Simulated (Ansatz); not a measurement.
Data:

Al₂O₃:
```cif
data_Al4O6
_chemical_formula_sum 'Al4 O6'
_space_group_name_H-M_alt 'P 1'
_space_group_IT_number 1
_cell_length_a 5.12960
_cell_length_b 5.12960
_cell_length_c 5.12960
_cell_angle_alpha 55.273
_cell_angle_beta 55.273
_cell_angle_gamma 55.273
loop_
_space_group_symop_operation_xyz
  'x, y, z'
loop_
_atom_site_label
_atom_site_type_symbol
_atom_site_fract_x
_atom_site_fract_y
_atom_site_fract_z
_atom_site_occupancy
Al1 Al 0.14809 0.14809 0.14809 1
Al2 Al 0.85191 0.85191 0.85191 1
Al3 Al 0.35191 0.35191 0.35191 1
Al4 Al 0.64809 0.64809 0.64809 1
O1 O 0.94364 0.55636 0.25000 1
O2 O 0.05636 0.44364 0.75000 1
O3 O 0.25000 0.94364 0.55636 1
O4 O 0.75000 0.05636 0.44364 1
O5 O 0.55636 0.25000 0.94364 1
O6 O 0.44364 0.75000 0.05636 1
```

This is the r²SCAN-relaxed structure.

Question: All from DFT-r²SCAN in the program Ansatz with PAW potentials, unless another level is named. Give the formation energy from the elements (no fitted shifts).

Answer: -3.28 eV/atom.

Question: Predict the band gap.

Answer: 7.14 eV (direct).

Question: Next, the valence-band maximum?

Answer: at Γ.

Space group R-3c (corundum). Symmetry was held in the r²SCAN relaxation. The references are the lowest solids computed at this level, not always the standard phases (solids in place of the gases).

Potentials: the later of the program's two PAW sets.
